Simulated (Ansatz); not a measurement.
The relaxed structure here is a generated cell of Rh: the first start was made by placing the elements on the sites of a structure type, and the end was not matched to a known phase here, so it may be hypothetical. Known forms of Rh include space group No. 225.

The end point of a relaxation of Rh. Space group I4/mmm (No. 139), AFLOW prototype A_tI2_139_a (A_a). The numbers are results of PBEsol (plane waves to 420 eV, PAW, scalar-relativistic; Ansatz, a program for electronic structure), not measurements.

```cif
data_Rh
_chemical_formula_sum 'Rh1'
_space_group_name_H-M_alt 'P 1'
_space_group_IT_number 1
_cell_length_a 2.64245
_cell_length_b 2.64245
_cell_length_c 2.64245
_cell_angle_alpha 104.515
_cell_angle_beta 104.515
_cell_angle_gamma 119.915
loop_
_space_group_symop_operation_xyz
  'x, y, z'
loop_
_atom_site_label
_atom_site_type_symbol
_atom_site_fract_x
_atom_site_fract_y
_atom_site_fract_z
_atom_site_occupancy
Rh1 Rh 0.00000 0.00000 0.00000 1
```

```json
{
 "volume_per_atom": "13.84 Å³",
 "band_gap": "no gap (metallic)",
 "shortest_distances": "Rh–Rh 2.64 Å",
 "k-mesh": "22×22×22"
}
```

No spin polarisation in the result.

The run could not lower the symmetry of its start; a shaken copy of this end point relaxes with PBEsol to Fm-3m (No. 225), 0.24 eV/atom lower.
